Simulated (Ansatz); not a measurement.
**Energy over volume and axial ratio for ZnS (zinc blende)**

ZnS (zinc blende), conventional cell a = b = c = 5.443 Å, α = β = γ = 90.00°. The calculation uses the primitive cell of 2 atoms, to which meshes and values per cell refer.

Two coordinates are scanned: the volume, and the ratio of the stretch along z (the conventional c axis) to the stretch across it. Atoms keep their fractional coordinates.

Method: PBE (plane waves to 420 eV, PAW, scalar-relativistic; Ansatz, a quantum-chemistry and plane-wave program). k mesh 10×10×10 (Γ-centred), Fermi-Dirac smearing 0.05 eV. Energies are smeared free energies. Compression counts positive. ZnS was relaxed with its symmetry unable to fall. ΔE is measured from the relaxed starting cell.

ΔE (meV/atom), with V/V₀ across and (c/a)/(c/a)₀ down:

```csv
(c/a)/(c/a)₀ \ V/V₀,0.920,0.947,0.973,1.000,1.027,1.053,1.080
0.880,52.1,35.0,26.0,24.1,28.3,37.8,51.8
0.920,41.5,23.4,13.5,10.8,14.3,23.1,36.5
0.960,34.9,16.2,5.9,2.7,5.8,14.2,27.3
1.000,32.6,13.8,3.3,0.0,2.9,11.3,24.3
1.040,35.0,16.3,5.9,2.8,5.8,14.3,27.4
1.080,42.3,24.0,14.0,11.2,14.6,23.3,36.6
1.120,54.7,37.1,27.7,25.3,29.2,38.3,52.0
```

σxx (GPa), with V/V₀ across and (c/a)/(c/a)₀ down:

```
(c/a)/(c/a)₀ \ V/V₀  0.920  0.947  0.973  1.000  1.027  1.053  1.080
-------------------  -----  -----  -----  -----  -----  -----  -----
0.880                 5.25   2.55   0.23  -1.77  -3.50  -4.99  -6.27
0.920                 5.89   3.20   0.87  -1.14  -2.87  -4.37  -5.66
0.960                 6.46   3.77   1.45  -0.55  -2.28  -3.78  -5.07
1.000                 6.98   4.31   2.00   0.01  -1.72  -3.21  -4.50
1.040                 7.47   4.82   2.53   0.55  -1.17  -2.65  -3.94
1.080                 7.94   5.32   3.05   1.08  -0.62  -2.09  -3.37
1.120                 8.42   5.82   3.57   1.63  -0.06  -1.53  -2.80
```

Read from the data:

```
Quantity                                                                                            Value
-----------------------------------------------------  --------------------------------------------------
Shear modulus C′ = (C11 − C12)/2 (fit, atoms clamped)                                              21 GPa
Lowest place on the grid                                V/V₀ = 1.000, (c/a)/(c/a)₀ = 1.000 (0.0 meV/atom)
Highest place on the grid                              V/V₀ = 0.920, (c/a)/(c/a)₀ = 1.120 (54.7 meV/atom)
```

(Under strain, the slope of the energy per volume gives the stress and its curvature an elastic modulus.)
